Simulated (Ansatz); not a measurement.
**What a change of settings does: Cl (bcc type)**

First run: DFT, PBEsol, PAW with Ansatz's default frozen-core files, scalar-relativistic (Ansatz 0.2.0).

Command: `ansatz run input.yaml --threads 1 --pin off --max-ram 2048MiB --backend cpu --events-out ev --progress --plain --runs-dir out` It took 1.6 s on 1 thread of Arm Neoverse V1, with other jobs on the host, peak memory 0.26 GiB.

```yaml
crystal:
  lattice:
    - [-1.619428194, 1.619428194, 1.619428194]
    - [1.619428194, -1.619428194, 1.619428194]
    - [1.619428194, 1.619428194, -1.619428194]
  atoms:
    - { symbol: Cl, position: [0.0, 0.0, 0.0] }
kpoints:
  mp_grid: { grid: [15, 15, 15] }
scf:
  occupations: { method: fermi_dirac, width: 0.08 }
hamiltonian:
  xc: pbesol
  pseudopotentials: { kind: paw }
output:
  forces: true
  stress: true
  eigenvalues: true
  populations: true
```

The cell comes from a relaxation on PAW files under the same functional, begun from a prototype that needn't be the stable phase.

This run: volume at 0.88 of the series' base cell.

It converges in 6 SCF iterations at a pressure of 7.93 GPa, cutoff 420 eV.

The input is then changed:

```diff
   populations: true
+basis:
+  ecutwfc: "18.4 Ry"
```

Q: Predict the outcome of the changed run.

A: It converges in 6 SCF iterations at a pressure of 7.74 GPa, cutoff 250 eV, free energy +67.1 meV/atom against the first run's. More than one line changes, and not each need have an effect. Some of the changed settings are coarser than converged work would use.
